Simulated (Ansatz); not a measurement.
Ba$_{2}$N (R-3m), stationary points along a deformation path

The calculation used Ansatz 0.2.0, DFT r2SCAN, scalar-relativistic, plane waves, PAW. Settings: plane waves to 500 eV, k-mesh 18×18×18 (Γ-centred), Gaussian smearing 0.15 eV. No spin polarisation. Energies are free energies at this smearing, counted from the undisturbed cell; pressure is positive in compression.

The starting cell (as given, not relaxed at this level; it stands at 1.1 GPa, and it needn't be the usual structure):

```
Ba N
1.0
     1.99540    1.15204    7.35967
    -1.99540    1.15204    7.35967
     0.00000   -2.30409    7.35967
Ba N
2 1
Direct
  0.26690 0.26690 0.26690
  0.73310 0.73310 0.73310
  0.00000 0.00000 0.00000
```

At fixed volume and fractional coordinates, lengths along (0.000, 0.000, 1.000) are scaled against those across it; ρ is that ratio over its starting value. V = 33.837 Å³/atom. Δσ is the stress along the axis less the mean stress across it (compression positive).

```csv
ρ,ΔE (meV/atom),Δσ (GPa),space group
0.850,105.9,7.35,R-3m
0.920,36.9,4.87,R-3m
1.000,0.0,1.25,R-3m
1.100,17.6,-4.09,R-3m
1.200,103.7,-10.15,R-3m
```

Q: How does the stress give the slope of the energy, and where is the energy stationary?

A: Along the path d ln(length) is 2/3 d ln ρ on the axis and −1/3 d ln ρ across it, so dE/d ln ρ = −(2/3) V Δσ: the energy falls with ρ where Δσ is positive. Δσ vanishes or changes sign between ρ = 1.000 and 1.100, a minimum (near 1.02 by linear interpolation). Pairs of stationary points between two samples would go unseen, and could change a minimum read from distant neighbours into a maximum.

Q: Integrate that slope from ρ = 1 to 1.200 by the trapezoid rule.

A: With V/N in Å³ and 1 eV/Å³ = 160.2 GPa the slopes at ρ = 1.000, 1.100, 1.200 are -176, 576, 1430 meV/atom per unit of ln ρ. The steps add 19.0 + 87.3 = 106.3 meV/atom, against 103.7 from the energies; the trapezoid rule misses the curvature of the slope within each step.

Forces appear on the atoms along this scan, and letting them relax would lower the energy and soften the response. In a metal these slopes depend on the k mesh and the smearing.

Cost: 5 runs of about 10 core-minutes in all, on Arm Neoverse V2 (shared hosts).